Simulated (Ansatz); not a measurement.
ZrO:
```cif
data_O3Zr3
_chemical_formula_sum 'Zr3 O3'
_space_group_name_H-M_alt 'P-62m'
_space_group_IT_number 189
_space_group_name_Hall 'P -6 -2'
_cell_length_a 5.30788
_cell_length_b 5.30788
_cell_length_c 3.20244
_cell_angle_alpha 90.000
_cell_angle_beta 90.000
_cell_angle_gamma 120.000
loop_
_atom_site_label
_atom_site_type_symbol
_atom_site_symmetry_multiplicity
_atom_site_Wyckoff_symbol
_atom_site_fract_x
_atom_site_fract_y
_atom_site_fract_z
_atom_site_occupancy
Zr1 Zr 1 a 0.00000 0.00000 0.00000 1
Zr2 Zr 2 d 0.33333 0.66667 0.50000 1
O1 O 3 f 0.00000 0.40529 0.00000 1
```

Relaxed at zero pressure with DFT-PBE in the program Ansatz with PAW potentials.

The volume is raised by 6 % and shape and atoms relax at that volume. What pressure results, and how do the axes share the change?

-10.0 GPa; a 2.1 %, b 2.1 %, c 1.7 %; the energy rises by 26 meV/atom.

Give the new structure.


Space group P-62m (No. 189); a = b = 5.4177 Å, c = 3.2584 Å, α = β = 90.00°, γ = 120.00°

```
atom  site  symmetry       x       y       z
----  ----  --------  ------  ------  ------
Zr      1a      -62m  0.0000  0.0000  0.0000
Zr      2d      -6..  0.3333  0.6667  0.5000
O       3f       m2m  0.0000  0.4018  0.0000
```

The phase is kept; no other phase was compared at this pressure.

The start of the workflow was typed in or built on a structure type; neither database checked (COD, Materials Project) lists it. COD files the formula under space group No. 225, so this cell is another polymorph or a model. Its standing as an ambient phase is unchecked. Symmetry was held in the PBE relaxation; whether a distortion lowers the energy is not shown. The run is not spin-polarised.

Potentials: the earlier of the program's two PAW sets.
